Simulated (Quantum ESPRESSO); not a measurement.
Simulation results for AlGe6As (made-up cell)

All values are calculated (Quantum ESPRESSO 7.5). Calculation on a made-up crystal cell, not a measurement: periodic Kohn-Sham density functional theory in plane waves with PseudoDojo standard norm-conserving scalar-relativistic pseudopotentials, each functional with its own files (v0.5 for PBE, v0.4.1 for LDA and PBEsol), no spin polarisation, no spin-orbit coupling, atoms not relaxed, stress positive in tension, energies less a fixed whole-eV offset for each atom's element; levels are Kohn-Sham levels at fractions of this cell's reciprocal vectors, counted from the reference band (half the neutral cell's valence electrons, rounded up) at Gamma; error bars cover cutoff and k-mesh only, not smearing or the files; added strain carries the atoms with the cell, and shear is the tensor component; each bar is the largest change over components, and at least 0.002 eV, 0.002 eV per angstrom or 0.02 GPa; energies are for the whole cell, and the offsets were chosen from early runs and are not element reference energies.

Settings shared by all entries: lattice type zincblende/diamond; functional pbe; cutoff 1143 eV; fermi dirac smearing 0.1 eV; scf tolerance 1e-07 eV; electrons removed 0; added strain kind uniform; k mesh 6 x 6 x 6, shifted by half a step.

(1) AlGe6As (made-up cell)

Unstrained structure:
```
cell vectors (Å)
   5.7443     0.0000     0.0000
   0.0000     5.7443     0.0000
   0.0000     0.0000     5.7443
atoms (fractions of the cell vectors)
Ge -0.00803 -0.01081  0.00040
Ge -0.00019  0.50584  0.49682
As  0.50091 -0.00052  0.48358
Ge  0.48935  0.50083  0.00364
Ge  0.25152  0.24875  0.23952
Ge  0.25114  0.74140  0.73710
Al  0.75691  0.26050  0.75026
Ge  0.75428  0.74145  0.25829
```

- added strain: -0.0119
- structure shown: before the added strain of -0.0119
- free energy less offsets: -1.353 eV
- smearing term minus ts: -0.02159 eV
- scf iterations: 10
- pressure: 4.1 GPa
- stress xx: -4.039 GPa
- stress yy: -4.145 GPa
- stress zz: -4.116 GPa
- stress yz: 1.678 GPa
- stress xz: -0.06541 GPa
- stress xy: 0.2738 GPa
- fermi level: 0.08682 eV
- reference band: 51
- error bar energy: 0.002355 eV
- error bar stress: 0.02 GPa
- error bar force: 0.007183 eV/Å
- error bar next band up: 0.002 eV
- error bar fermi level: 0.01345 eV
- error bars from: tighter rerun of a related cell

Atoms:
```csv
atoms element,atom site,atom energy offset (eV)
Ge,1,-2430
Ge,2,-2430
As,3,-2887
Ge,4,-2430
Ge,5,-2430
Ge,6,-2430
Al,7,-64
Ge,8,-2430
```

Forces:
```csv
site,x (eV/Å),y (eV/Å),z (eV/Å)
1,0.1813,0.4695,-0.6018
2,0.2758,-1.112,0.254
3,0.3757,0.5398,1.155
4,1.109,-0.02051,-0.6225
5,-1.072,-0.1019,-0.04518
6,-0.1547,0.6102,0.7295
7,-0.3705,-0.374,0.2785
8,-0.3442,-0.01106,-1.148
```

Levels:
```csv
level k point,next band up (eV)
Gamma,0.2543
"(1/2,1/2,1/2)",-0.3673
"(0.15,0,0)",0.3983
"(0,0.15,0)",0.4228
"(0,0,0.15)",0.3616
```

(2) AlGe6As (made-up cell)

Structure as in entry 1.

- added strain: -0.008
- structure shown: before the added strain of -0.008
- free energy less offsets: -1.403 eV
- smearing term minus ts: -0.02224 eV
- scf iterations: 10
- pressure: 3.231 GPa
- stress xx: -3.17 GPa
- stress yy: -3.274 GPa
- stress zz: -3.25 GPa
- stress yz: 1.595 GPa
- stress xz: -0.05827 GPa
- stress xy: 0.2682 GPa
- fermi level: 0.08045 eV
- reference band: 51
- error bar energy: 0.002355 eV
- error bar stress: 0.02 GPa
- error bar force: 0.007183 eV/Å
- error bar next band up: 0.002 eV
- error bar fermi level: 0.01345 eV
- error bars from: tighter rerun of a related cell

Atoms:
```csv
atoms element,atom site,atom energy offset (eV)
Ge,1,-2430
Ge,2,-2430
As,3,-2887
Ge,4,-2430
Ge,5,-2430
Ge,6,-2430
Al,7,-64
Ge,8,-2430
```

Forces:
```csv
site,x (eV/Å),y (eV/Å),z (eV/Å)
1,0.1749,0.4649,-0.587
2,0.2638,-1.082,0.2542
3,0.3669,0.5213,1.124
4,1.087,-0.02969,-0.6092
5,-1.042,-0.09753,-0.04759
6,-0.1591,0.5914,0.7143
7,-0.3579,-0.3632,0.2735
8,-0.3331,-0.004985,-1.122
```

Levels:
```csv
level k point,next band up (eV)
Gamma,0.2539
"(1/2,1/2,1/2)",-0.3705
"(0.15,0,0)",0.4035
"(0,0.15,0)",0.4266
"(0,0,0.15)",0.3697
```

(3) AlGe6As (made-up cell)

Structure as in entry 1.

* added strain: 0.0055
* structure shown: before the added strain of 0.0055
* free energy less offsets: -1.492 eV
* smearing term minus ts: -0.02483 eV
* scf iterations: 10
* pressure: 0.5746 GPa
* stress xx: -0.5122 GPa
* stress yy: -0.6091 GPa
* stress zz: -0.6026 GPa
* stress yz: 1.333 GPa
* stress xz: -0.03479 GPa
* stress xy: 0.2481 GPa
* fermi level: 0.05965 eV
* reference band: 51
* error bar energy: 0.002355 eV
* error bar stress: 0.02 GPa
* error bar force: 0.007183 eV/Å
* error bar next band up: 0.002 eV
* error bar fermi level: 0.01345 eV
* error bars from: tighter rerun of this cell

Atoms:
```csv
atoms element,atom site,atom energy offset (eV)
Ge,1,-2430
Ge,2,-2430
As,3,-2887
Ge,4,-2430
Ge,5,-2430
Ge,6,-2430
Al,7,-64
Ge,8,-2430
```

Forces:
```csv
site,x (eV/Å),y (eV/Å),z (eV/Å)
1,0.1561,0.4497,-0.5383
2,0.2262,-0.9827,0.2548
3,0.3372,0.4611,1.027
4,1.013,-0.05684,-0.5694
5,-0.9441,-0.08628,-0.05451
6,-0.1693,0.5297,0.6618
7,-0.3206,-0.3283,0.2556
8,-0.2982,0.01358,-1.037
```

Levels:
```csv
level k point,next band up (eV)
Gamma,0.2515
"(1/2,1/2,1/2)",-0.3829
"(0.15,0,0)",0.4144
"(0,0.15,0)",0.4316
"(0,0,0.15)",0.3904
```

(4) AlGe6As (made-up cell)

Structure as in entry 1.

* added strain: 0.013
* structure shown: before the added strain of 0.013
* free energy less offsets: -1.489 eV
* smearing term minus ts: -0.02652 eV
* scf iterations: 10
* pressure: -0.6875 GPa
* stress xx: 0.7505 GPa
* stress yy: 0.6572 GPa
* stress zz: 0.6548 GPa
* stress yz: 1.203 GPa
* stress xz: -0.02368 GPa
* stress xy: 0.2349 GPa
* fermi level: 0.04917 eV
* reference band: 51
* error bar energy: 0.002355 eV
* error bar stress: 0.02 GPa
* error bar force: 0.007183 eV/Å
* error bar next band up: 0.002 eV
* error bar fermi level: 0.01345 eV
* error bars from: tighter rerun of a related cell

Atoms:
```csv
atoms element,atom site,atom energy offset (eV)
Ge,1,-2430
Ge,2,-2430
As,3,-2887
Ge,4,-2430
Ge,5,-2430
Ge,6,-2430
Al,7,-64
Ge,8,-2430
```

Forces:
```csv
site,x (eV/Å),y (eV/Å),z (eV/Å)
1,0.1461,0.4417,-0.5133
2,0.2075,-0.9304,0.254
3,0.3219,0.4308,0.9755
4,0.9742,-0.06974,-0.5483
5,-0.8935,-0.08145,-0.05644
6,-0.174,0.4979,0.633
7,-0.3017,-0.3111,0.2461
8,-0.2804,0.0223,-0.9906
```

Levels:
```csv
level k point,next band up (eV)
Gamma,0.25
"(1/2,1/2,1/2)",-0.3917
"(0.15,0,0)",0.416
"(0,0.15,0)",0.4296
"(0,0,0.15)",0.3974
```

(5) AlGe6As (made-up cell)

Structure as in entry 1.

* added strain: 0.0152
* structure shown: before the added strain of 0.0152
* free energy less offsets: -1.483 eV
* smearing term minus ts: -0.02706 eV
* scf iterations: 10
* pressure: -1.03 GPa
* stress xx: 1.093 GPa
* stress yy: 1.001 GPa
* stress zz: 0.9963 GPa
* stress yz: 1.166 GPa
* stress xz: -0.02259 GPa
* stress xy: 0.2321 GPa
* fermi level: 0.04632 eV
* reference band: 51
* error bar energy: 0.002355 eV
* error bar stress: 0.02 GPa
* error bar force: 0.007183 eV/Å
* error bar next band up: 0.002 eV
* error bar fermi level: 0.01345 eV
* error bars from: tighter rerun of a related cell

Atoms:
```csv
atoms element,atom site,atom energy offset (eV)
Ge,1,-2430
Ge,2,-2430
As,3,-2887
Ge,4,-2430
Ge,5,-2430
Ge,6,-2430
Al,7,-64
Ge,8,-2430
```

Forces:
```csv
site,x (eV/Å),y (eV/Å),z (eV/Å)
1,0.1435,0.4384,-0.5053
2,0.2026,-0.9165,0.2539
3,0.3174,0.4215,0.9611
4,0.963,-0.07354,-0.5414
5,-0.8787,-0.07959,-0.05675
6,-0.1743,0.4897,0.624
7,-0.2969,-0.3056,0.2423
8,-0.2766,0.02567,-0.9778
```

Levels:
```csv
level k point,next band up (eV)
Gamma,0.2496
"(1/2,1/2,1/2)",-0.3946
"(0.15,0,0)",0.4161
"(0,0.15,0)",0.4285
"(0,0,0.15)",0.3988
```
